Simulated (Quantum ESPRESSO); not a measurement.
# Zr3Mo2PdW2: one run as intended and one with a planted mistake

A calculation, not a measurement. The program is pw.x of Quantum ESPRESSO 7.5 (plane-wave density functional theory). The cell is made up: eight metal atoms on a face-centred cubic lattice, with elements, volume, strain and displacements drawn at random and not relaxed, so it may be unstable or far from any real phase. PseudoDojo standard norm-conserving files set the functional (PBE unless stated); there is no spin polarisation or spin-orbit coupling, the Fermi-Dirac width of 0.25 eV means electrons at about 2900 K, and the masses in the input are unused placeholders. Heavy elements are run without spin-orbit coupling, which real alloys of them have. A spin test at this wide smearing found no moment, but such smearing suppresses magnetism that the real alloy may have.

Intended input:

```
&control calculation='scf', pseudo_dir='./dojo.nc.sr.pbe.v0_5.standard.upf', outdir='./o', disk_io='minimal', tprnfor=.true., tstress=.true. /
&system ibrav=0, nat=8, ntyp=4, nbnd=73, ecutwfc=82.02448710, nosym=.true., tot_charge=0,
 occupations='smearing', smearing='fd', degauss=0.0183746611
/
&electrons conv_thr=1.470e-08, electron_maxstep=70, mixing_beta=0.5 /
ATOMIC_SPECIES
Mo 1.0 Mo.upf
Pd 1.0 Pd.upf
W 1.0 W.upf
Zr 1.0 Zr.upf
CELL_PARAMETERS angstrom
-0.0114 2.1009 2.1172
-4.2137 4.142 -4.1518
-4.3579 -4.1914 4.2467
ATOMIC_POSITIONS angstrom
Zr -0.0432 -0.0483 0.0149
Mo -4.1375 -2.0629 2.0937
Zr -4.2567 -0.0046 0.1114
Zr -4.2116 2.1118 -2.1109
Pd -2.2799 0.014 2.2287
W -2.2003 2.1064 -0.0313
W -6.4669 0.0873 2.2772
Mo -6.4592 2.0259 0.053
K_POINTS automatic
8 4 4 1 1 1
```

The log is shortened where brackets say so; the opening notice, blank lines, dates and the lines on written files are dropped, and the path of the files is cut. It prints rydbergs, bohrs and kilobars, and counts compression as positive stress. Its total energy is the free energy E - TS of the whole cell.

Log of the intended run:

```
     Program PWSCF v.7.5
     Parallel version (MPI & OpenMP), running on       4 processor cores
     Number of MPI processes:                 4
     Threads/MPI process:                     1
     [start-up lines left out]
     bravais-lattice index     =            0
     lattice parameter (alat)  =       5.6365  a.u.
     unit-cell volume          =    1020.4342 (a.u.)^3
     number of atoms/cell      =            8
     number of atomic types    =            4
     number of electrons       =       110.00
     number of Kohn-Sham states=           73
     kinetic-energy cutoff     =      82.0245  Ry
     charge density cutoff     =     328.0979  Ry
     scf convergence threshold =      1.5E-08
     mixing beta               =       0.5000
     number of iterations used =            8  plain     mixing
     Exchange-correlation= PBE
                           (   1   4   3   4   0   0   0)
     [axes and pseudopotential details left out]
   Cartesian axes
     site n.     atom                  positions (alat units)
         1        Zr     tau(   1) = (  -0.0144836  -0.0161934   0.0049955  )
         2        Mo     tau(   2) = (  -1.3871701  -0.6916237   0.7019500  )
         3        Zr     tau(   3) = (  -1.4271340  -0.0015422   0.0373488  )
         4        Zr     tau(   4) = (  -1.4120134   0.7080183  -0.7077166  )
         5        Pd     tau(   5) = (  -0.7643768   0.0046937   0.7472111  )
         6        W      tau(   6) = (  -0.7376895   0.7062079  -0.0104939  )
         7        W      tau(   7) = (  -2.1681427   0.0292689   0.7634716  )
         8        Mo     tau(   8) = (  -2.1655611   0.6792188   0.0177692  )
     number of k points=    64  Fermi-Dirac smearing, width (Ry)=  0.0184
                       cart. coord. in units 2pi/alat
        k(    1) = (  -0.0867755   0.0448828   0.0430449), wk =   0.0312500
        k(    2) = (  -0.1730333   0.0006562   0.0864666), wk =   0.0312500
     [further k points left out]
     Dense  grid:   102435 G-vectors     FFT dimensions: (  36,  80,  81)
     Estimated max dynamical RAM per process >     416.15 MB
     Estimated total dynamical RAM >       1.55 GB
     Initial potential from superposition of free atoms
     starting charge     109.9889, renormalised to     110.0000
     Starting wfcs are   79 randomized atomic wfcs
     total cpu time spent up to now is        9.0 secs
     per-process dynamical memory:   329.1 Mb
     Self-consistent Calculation
     iteration #  1     ecut=    82.02 Ry     beta= 0.50
     Davidson diagonalization with overlap
     ethr =  1.00E-02,  avg # of iterations =  2.9
     total cpu time spent up to now is       30.5 secs
     total energy              =   -1146.32378003 Ry
     estimated scf accuracy    <      19.19081798 Ry
     iteration #  2     ecut=    82.02 Ry     beta= 0.50
     Davidson diagonalization with overlap
     ethr =  1.00E-02,  avg # of iterations =  5.0
     total cpu time spent up to now is       58.4 secs
     total energy              =   -1148.29251967 Ry
     estimated scf accuracy    <     157.43959084 Ry
     [iterations 3 to 21 left out]
     iteration # 22     ecut=    82.02 Ry     beta= 0.50
     Davidson diagonalization with overlap
     ethr =  2.00E-10,  avg # of iterations =  2.2
     total cpu time spent up to now is      455.3 secs
     total energy              =   -1159.12354658 Ry
     estimated scf accuracy    <       0.00000002 Ry
     iteration # 23     ecut=    82.02 Ry     beta= 0.50
     Davidson diagonalization with overlap
     ethr =  1.95E-11,  avg # of iterations =  4.3
     total cpu time spent up to now is      476.6 secs
     End of self-consistent calculation
     [lines on levels left out]
!    total energy              =   -1159.12354659 Ry
     estimated scf accuracy    <          9.6E-10 Ry
     smearing contrib. (-TS)   =      -0.15297160 Ry
     internal energy E=F+TS    =   -1158.97057499 Ry
     The total energy is F=E-TS. E is the sum of the following terms:
     one-electron contribution =    -273.37989496 Ry
     hartree contribution      =     191.55503066 Ry
     xc contribution           =    -209.65331781 Ry
     ewald contribution        =    -867.49239289 Ry
     convergence has been achieved in  23 iterations
     Forces acting on atoms (cartesian axes, Ry/au):
     atom    1 type  4   force =    -0.03019667    0.04782769   -0.03678419
     atom    2 type  1   force =    -0.03344880   -0.03657589    0.03776714
     atom    3 type  4   force =     0.00134054    0.00060517    0.00417492
     atom    4 type  4   force =    -0.03709874   -0.01920630    0.02505177
     atom    5 type  2   force =     0.01974203    0.00478278   -0.01323418
     atom    6 type  3   force =     0.05012372    0.02202759   -0.02435399
     atom    7 type  3   force =     0.04899998   -0.01605571    0.00993876
     atom    8 type  1   force =    -0.01946205   -0.00340533   -0.00256023
     Total force =     0.134762     Total SCF correction =     0.000140
     Computing stress (Cartesian axis) and pressure
          total   stress  (Ry/bohr**3)                   (kbar)     P=      -41.60
  -0.00034415   0.00007101  -0.00007521          -50.63       10.45      -11.06
   0.00007101  -0.00025940  -0.00008302           10.45      -38.16      -12.21
  -0.00007521  -0.00008302  -0.00024481          -11.06      -12.21      -36.01
     init_run     :      7.96s CPU      8.29s WALL (       1 calls)
     electrons    :    458.16s CPU    467.64s WALL (       1 calls)
     forces       :      2.83s CPU      2.85s WALL (       1 calls)
     stress       :      9.85s CPU     10.10s WALL (       1 calls)
     [timing details left out]
     PWSCF        :   7m59.51s CPU   8m 9.62s WALL
     JOB DONE.
```

A second run has one planted mistake: the cell and the positions are scaled by a wrong factor. The input lines that differ:

```
- -0.0114 2.1009 2.1172
- -4.2137 4.142 -4.1518
- -4.3579 -4.1914 4.2467
+ -0.0113 2.0736 2.0897
+ -4.1589 4.0882 -4.0978
+ -4.3012 -4.1369 4.1915
- Zr -0.0432 -0.0483 0.0149
- Mo -4.1375 -2.0629 2.0937
- Zr -4.2567 -0.0046 0.1114
- Zr -4.2116 2.1118 -2.1109
- Pd -2.2799 0.014 2.2287
- W -2.2003 2.1064 -0.0313
- W -6.4669 0.0873 2.2772
- Mo -6.4592 2.0259 0.053
+ Zr -0.0426 -0.0477 0.0147
+ Mo -4.0837 -2.0361 2.0665
+ Zr -4.2014 -0.0045 0.11
+ Zr -4.1568 2.0843 -2.0835
+ Pd -2.2503 0.0138 2.1997
+ W -2.1717 2.079 -0.0309
+ W -6.3828 0.0862 2.2476
+ Mo -6.3752 1.9996 0.0523
```

Its log:

```
     Program PWSCF v.7.5
     Parallel version (MPI & OpenMP), running on       4 processor cores
     Number of MPI processes:                 4
     Threads/MPI process:                     1
     [start-up lines left out]
     bravais-lattice index     =            0
     lattice parameter (alat)  =       5.5632  a.u.
     unit-cell volume          =     981.1535 (a.u.)^3
     number of atoms/cell      =            8
     number of atomic types    =            4
     number of electrons       =       110.00
     number of Kohn-Sham states=           73
     kinetic-energy cutoff     =      82.0245  Ry
     charge density cutoff     =     328.0979  Ry
     scf convergence threshold =      1.5E-08
     mixing beta               =       0.5000
     number of iterations used =            8  plain     mixing
     Exchange-correlation= PBE
                           (   1   4   3   4   0   0   0)
     [axes and pseudopotential details left out]
   Cartesian axes
     site n.     atom                  positions (alat units)
         1        Zr     tau(   1) = (  -0.0144704  -0.0162028   0.0049933  )
         2        Mo     tau(   2) = (  -1.3871540  -0.6916238   0.7019501  )
         3        Zr     tau(   3) = (  -1.4271344  -0.0015286   0.0373649  )
         4        Zr     tau(   4) = (  -1.4119846   0.7079964  -0.7077247  )
         5        Pd     tau(   5) = (  -0.7643834   0.0046876   0.7471956  )
         6        W      tau(   6) = (  -0.7376845   0.7061961  -0.0104961  )
         7        W      tau(   7) = (  -2.1681138   0.0292805   0.7634663  )
         8        Mo     tau(   8) = (  -2.1655323   0.6792255   0.0177653  )
     number of k points=    64  Fermi-Dirac smearing, width (Ry)=  0.0184
                       cart. coord. in units 2pi/alat
        k(    1) = (  -0.0867765   0.0448815   0.0430442), wk =   0.0312500
        k(    2) = (  -0.1730359   0.0006533   0.0864652), wk =   0.0312500
     [further k points left out]
     Dense  grid:    98367 G-vectors     FFT dimensions: (  36,  80,  80)
     Estimated max dynamical RAM per process >     401.06 MB
     Estimated total dynamical RAM >       1.50 GB
     Initial potential from superposition of free atoms
     starting charge     109.9889, renormalised to     110.0000
     Starting wfcs are   79 randomized atomic wfcs
     total cpu time spent up to now is        8.6 secs
     per-process dynamical memory:   325.2 Mb
     Self-consistent Calculation
     iteration #  1     ecut=    82.02 Ry     beta= 0.50
     Davidson diagonalization with overlap
     ethr =  1.00E-02,  avg # of iterations =  2.8
     total cpu time spent up to now is       28.7 secs
     total energy              =   -1146.53220644 Ry
     estimated scf accuracy    <      18.93033989 Ry
     iteration #  2     ecut=    82.02 Ry     beta= 0.50
     Davidson diagonalization with overlap
     ethr =  1.00E-02,  avg # of iterations =  5.0
     total cpu time spent up to now is       55.0 secs
     total energy              =   -1148.28428026 Ry
     estimated scf accuracy    <     154.15399257 Ry
     [iterations 3 to 21 left out]
     iteration # 22     ecut=    82.02 Ry     beta= 0.50
     Davidson diagonalization with overlap
     ethr =  1.21E-10,  avg # of iterations =  2.1
     total cpu time spent up to now is      424.3 secs
     total energy              =   -1159.12647697 Ry
     estimated scf accuracy    <       0.00000007 Ry
     iteration # 23     ecut=    82.02 Ry     beta= 0.50
     Davidson diagonalization with overlap
     ethr =  5.92E-11,  avg # of iterations =  1.4
     total cpu time spent up to now is      441.6 secs
     End of self-consistent calculation
     [lines on levels left out]
!    total energy              =   -1159.12647698 Ry
     estimated scf accuracy    <          3.8E-09 Ry
     smearing contrib. (-TS)   =      -0.14693680 Ry
     internal energy E=F+TS    =   -1158.97954018 Ry
     The total energy is F=E-TS. E is the sum of the following terms:
     one-electron contribution =    -256.79449591 Ry
     hartree contribution      =     186.71510671 Ry
     xc contribution           =    -209.98106683 Ry
     ewald contribution        =    -878.91908414 Ry
     convergence has been achieved in  23 iterations
     Forces acting on atoms (cartesian axes, Ry/au):
     atom    1 type  4   force =    -0.03615477    0.05014830   -0.03759103
     atom    2 type  1   force =    -0.04062901   -0.03968807    0.04202381
     atom    3 type  4   force =     0.00025076    0.00165965    0.00366012
     atom    4 type  4   force =    -0.04584470   -0.01849721    0.02518973
     atom    5 type  2   force =     0.02562215    0.00680111   -0.01639354
     atom    6 type  3   force =     0.05829394    0.02023050   -0.02361151
     atom    7 type  3   force =     0.05609679   -0.01674571    0.01003807
     atom    8 type  1   force =    -0.01763516   -0.00390859   -0.00331565
     Total force =     0.150078     Total SCF correction =     0.000350
     Computing stress (Cartesian axis) and pressure
          total   stress  (Ry/bohr**3)                   (kbar)     P=       21.39
   0.00009711   0.00007301  -0.00007486           14.29       10.74      -11.01
   0.00007301   0.00015739  -0.00009714           10.74       23.15      -14.29
  -0.00007486  -0.00009714   0.00018181          -11.01      -14.29       26.74
     init_run     :      8.04s CPU      8.30s WALL (       1 calls)
     electrons    :    423.50s CPU    432.97s WALL (       1 calls)
     forces       :      2.64s CPU      2.68s WALL (       1 calls)
     stress       :      9.54s CPU      9.61s WALL (       1 calls)
     [timing details left out]
     PWSCF        :   7m24.07s CPU   7m34.01s WALL
     JOB DONE.
```

```
                                            intended run  run with the mistake
                          free energy (eV)    -15770.679            -15770.719
         entropy term -TS, part of it (eV)        -2.081                -1.999
                            pressure (GPa)         -4.16                  2.14
size of the largest force component (eV/Å)         1.289                 1.499
largest change of a force component (eV/Å)                               0.225
                                iterations            23                    23
```

For scale, a rerun of the intended cell at a higher cutoff and on a denser mesh moved values by no more than 0.003 eV in energy, 0.04 GPa in stress and 0.003 eV/Å in force, and a second program with other atomic files agreed on that cell to 2 % rms in force and 0.5 GPa in pressure.